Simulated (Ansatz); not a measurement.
**Zn$_{4}$Se$_{3}$S: vibrational free energy, entropy and heat capacity**

Method: DFT PBE, scalar-relativistic, plane waves, PAW (Ansatz). Plane waves to 420 eV; Γ-centred k mesh 8×4×6; fixed occupations. No spin polarisation. Phonons by linear response, acoustic sum rule imposed.

Equilibrium structure at this level:
```yaml
crystal:
  lattice:
    - [4.00163, 0.00000, 0.00000]
    - [0.00000, 8.00908, 0.00000]
    - [0.00000, 0.00000, 5.65654]
  atoms:
    - { symbol: Zn, position: [0.00000, 0.74066, 0.99345] }
    - { symbol: Zn, position: [0.50000, 0.50000, 0.51767] }
    - { symbol: Zn, position: [0.00000, 0.25934, 0.99345] }
    - { symbol: Zn, position: [0.50000, 0.00000, 0.49477] }
    - { symbol: Se, position: [0.50000, 0.74483, 0.25013] }
    - { symbol: Se, position: [0.50000, 0.25517, 0.25013] }
    - { symbol: Se, position: [0.00000, 0.00000, 0.75091] }
    - { symbol: S, position: [0.00000, 0.50000, 0.74949] }
```

The structure comes from a generated guess, relaxed at this level; another structure or a mixture of phases may lie lower. The q mesh is coarse, so values between its points are rough.

Force constants from linear response on a 2×1×1 q mesh, interpolated to a fine mesh.

Phonon density of states, in bins of 5 cm⁻¹:
bin centre (cm⁻¹), share of modes (%) and a bar:
```
    -17.5        0.0
    -12.5        0.0
     -7.5        0.0
     -2.5        0.0
      2.5        0.0
      7.5        0.0
     12.5        0.1
     17.5        0.2 #
     22.5        0.2 #
     27.5        0.4 #
     32.5        0.6 ##
     37.5        1.1 ####
     42.5        1.7 ######
     47.5        1.5 #####
     52.5        1.7 ######
     57.5        2.0 #######
     62.5        2.1 #######
     67.5        2.9 ##########
     72.5        3.4 ############
     77.5        3.4 ############
     82.5        2.9 ##########
     87.5        2.7 #########
     92.5        2.6 #########
     97.5        2.4 ########
    102.5        1.6 ######
    107.5        1.2 ####
    112.5        0.8 ###
    117.5        0.6 ##
    122.5        0.5 ##
    127.5        0.7 ###
    132.5        0.7 ##
    137.5        0.9 ###
    142.5        1.2 ####
    147.5        1.4 #####
    152.5        1.4 #####
    157.5        1.5 #####
    162.5        2.0 #######
    167.5        1.5 #####
    172.5        0.9 ###
    177.5        0.7 ##
    182.5        0.9 ###
    187.5        2.0 #######
    192.5        2.9 ##########
    197.5        8.3 #############################
    202.5        8.6 ##############################
    207.5        4.5 ################
    212.5        5.3 ##################
    217.5        3.3 ###########
    222.5        1.1 ####
    227.5        0.8 ###
    232.5        0.2 #
    237.5        0.0
    242.5        0.0
    247.5        0.0
    252.5        0.0
    257.5        0.7 ###
    262.5        0.5 ##
    267.5        0.5 ##
    272.5        1.3 ####
    277.5        4.0 ##############
    282.5        3.6 #############
    287.5        1.0 ####
    292.5        0.6 ##
    297.5        0.2 #
    302.5        0.0
```

(1) How much zero-point energy does an atom carry?

(2) How large are the vibrational entropy and heat capacity at 300 K?

(3) Tabulate them against temperature.

## Answers

(1) 29.6 meV.

(2) S = 4.31 k_B and C_V = 2.83 k_B per atom, 94 % of the Dulong–Petit value.

(3)
| T (K) | F_vib (meV/atom) | S (k_B/atom) | C_V (k_B/atom) |
| --- | --- | --- | --- |
| 100 | 24.2 | 1.58 | 1.95 |
| 200 | 3.2 | 3.20 | 2.64 |
| 300 | -29.5 | 4.31 | 2.83 |
| 400 | -70.3 | 5.14 | 2.90 |
| 500 | -117.5 | 5.79 | 2.94 |
| 600 | -169.8 | 6.33 | 2.95 |
| 700 | -226.3 | 6.78 | 2.97 |
| 800 | -286.5 | 7.18 | 2.97 |
| 900 | -349.9 | 7.53 | 2.98 |
| 1000 | -416.2 | 7.84 | 2.98 |
